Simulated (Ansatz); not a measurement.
Zone-centre phonons of Al3GaAs4: input and output

Method: DFT PBE, scalar-relativistic, plane waves, PAW in Ansatz 0.2.0.

Launched with:
```bash
ansatz run input.yaml --threads 4 --pin off --max-ram 12288MiB --backend cpu --events-out ev --progress --plain --runs-dir out
```

Input (bare energies are in eV):
```yaml
crystal:
  lattice:
    - [5.7330308478, 0.0, 0.0]
    - [0.0, 5.7330308478, 0.0]
    - [0.0, 0.0, 5.7330308478]
  atoms:
    - { symbol: Al, position: [0.5, 0.5, 0.0] }
    - { symbol: Al, position: [0.5, 0.0, 0.5] }
    - { symbol: Al, position: [0.0, 0.5, 0.5] }
    - { symbol: Ga, position: [0.0, 0.0, 0.0] }
    - { symbol: As, position: [0.749106687, 0.749106687, 0.250893313] }
    - { symbol: As, position: [0.749106687, 0.250893313, 0.749106687] }
    - { symbol: As, position: [0.250893313, 0.749106687, 0.749106687] }
    - { symbol: As, position: [0.250893313, 0.250893313, 0.250893313] }
basis:
  ecutwfc: 420
kpoints:
  mp_grid: { grid: [6, 6, 6] }
hamiltonian:
  xc: pbe
scf:
  occupations: { method: fixed }
output:
  eigenvalues: true
phonons:
  method: dfpt
  dielectric: true
  rigid_motions: translations
  eigenvectors: true
```

Results section of the output:
```
--- Phonons (Γ-DFPT): 4 representative perturbations + reference, on 112 of 216 k-points (Σ response iterations 15) ---
  k mesh reduced under 1 symmetry operation, with k and −k counted as one. Each operation leaves every solved perturbation unchanged. A smaller set is not considered because the run solves the response ...
  ASR residual: 1.088e-4 → 0.000e0 eV/Å²; symmetrization residual: 1.167e-5 eV/Å²
  ASR residual per site (eV/Å²): 7.22e-5 7.22e-5 7.22e-5 1.09e-4 5.51e-5 5.51e-5 5.51e-5 5.51e-5
  Γ frequencies (cm⁻¹): 0.00 0.00 0.00 84.37 84.37 84.37 99.25 99.25 99.25 201.85 209.12 209.12 231.65 231.65 231.65 316.23 316.23 316.23 339.68 339.68 339.68 362.82 362.82 362.82
  ε∞ (high-frequency dielectric tensor):
       10.575910     0.000000     0.000000
        0.000000    10.575910    -0.000000
        0.000000    -0.000000    10.575910
  ε⁰ (static dielectric tensor: ions relaxed, cell fixed):
       12.705839     0.000000    -0.000000
        0.000000    12.705839    -0.000000
       -0.000000    -0.000000    12.705839
  ε⁰ − ε∞ (ionic part):
        2.129929    -0.000000    -0.000000
       -0.000000     2.129929    -0.000000
       -0.000000    -0.000000     2.129929
  softest optical mode at Γ: 84.37 cm⁻¹; the repairs (sum rule, projections) moved no ω² at Γ by more than (1.88 cm⁻¹)²
  Born effective charges Z* (e; rows j = field, columns β = displacement):
    site 0:
         2.16551   -0.00000    0.00000
        -0.00000    2.16551   -0.00000
         0.00000   -0.00000    2.01578
    site 1:
         2.16551   -0.00000    0.00000
         0.00000    2.01578   -0.00000
        -0.00000   -0.00000    2.16551
    site 2:
         2.01578   -0.00000   -0.00000
        -0.00000    2.16551    0.00000
        -0.00000   -0.00000    2.16551
    site 3:
         2.34193    0.00000   -0.00000
         0.00000    2.34193   -0.00000
         0.00000    0.00000    2.34193
    site 4:
        -2.17218   -0.03225    0.03225
        -0.03225   -2.17218    0.03225
         0.03225    0.03225   -2.17218
    site 5:
        -2.17218    0.03225   -0.03225
         0.03225   -2.17218    0.03225
        -0.03225    0.03225   -2.17218
    site 6:
        -2.17218    0.03225    0.03225
         0.03225   -2.17218   -0.03225
         0.03225   -0.03225   -2.17218
    site 7:
        -2.17218   -0.03225   -0.03225
        -0.03225   -2.17218   -0.03225
        -0.03225   -0.03225   -2.17218
  Z* charge neutrality: 1.348e-2 e pre-enforcement
  solved inside a basis spanned on kpoints, on 10×10×10 k-points transformed towards the longest dipole: ε∞ is read to err by 6.1e-2, Z* by 2.7e-2 e (field_mesh: kpoints solves on kpoints); Z* is corrected for ...
  optical modes at Γ without the LO–TO term, one row a degenerate level:
      ω (cm⁻¹) modes IR ((D/Å)²/amu)
         84.37      3             0.0888
         99.25      3             0.0000
        201.85      1             0.0000
        209.12      2             0.0000
        231.65      3             7.0206
        316.23      3             0.0000
        339.68      3            36.8312
        362.82      3            13.4285
  optical modes at Γ + LO–TO along q̂ = [1.0000, 0.0000, 0.0000]:
      ω (cm⁻¹) modes IR ((D/Å)²/amu)
         84.37      2             0.0592
         84.52      1             0.0201
         99.25      3             0.0000
        201.85      1             0.0000
        209.12      2             0.0000
        231.65      2             4.6804
        235.83      1             1.4137
        316.23      3             0.0000
        339.68      2            24.5541
        351.78      1             3.5217
        362.82      2             8.9523
        376.51      1            14.1675
  optical modes at Γ + LO–TO along q̂ = [0.0000, 1.0000, 0.0000]:
      ω (cm⁻¹) modes IR ((D/Å)²/amu)
         84.37      2             0.0592
         84.52      1             0.0201
         99.25      3             0.0000
        201.85      1             0.0000
        209.12      2             0.0000
        231.65      2             4.6804
        235.83      1             1.4137
        316.23      3             0.0000
        339.68      2            24.5541
        351.78      1             3.5217
        362.82      2             8.9523
        376.51      1            14.1675
  optical modes at Γ + LO–TO along q̂ = [0.0000, 0.0000, 1.0000]:
      ω (cm⁻¹) modes IR ((D/Å)²/amu)
         84.37      2             0.0592
         84.52      1             0.0201
         99.25      3             0.0000
        201.85      1             0.0000
        209.12      2             0.0000
        231.65      2             4.6804
        235.83      1             1.4137
        316.23      3             0.0000
        339.68      2            24.5541
        351.78      1             3.5217
        362.82      2             8.9523
        376.51      1            14.1675
```

It took 5.3 min on 4 threads of Intel(R) Xeon(R) Processor @ 2.70GHz, with other jobs on the host, peak memory 4.3 GiB.

The cell was built by swapping an element in a database structure (itself possibly hypothetical) and relaxing; it need not be the stable form of this composition. The run warned that the force constants aren't converged on this k mesh, so the frequencies and all that is formed from them are rough.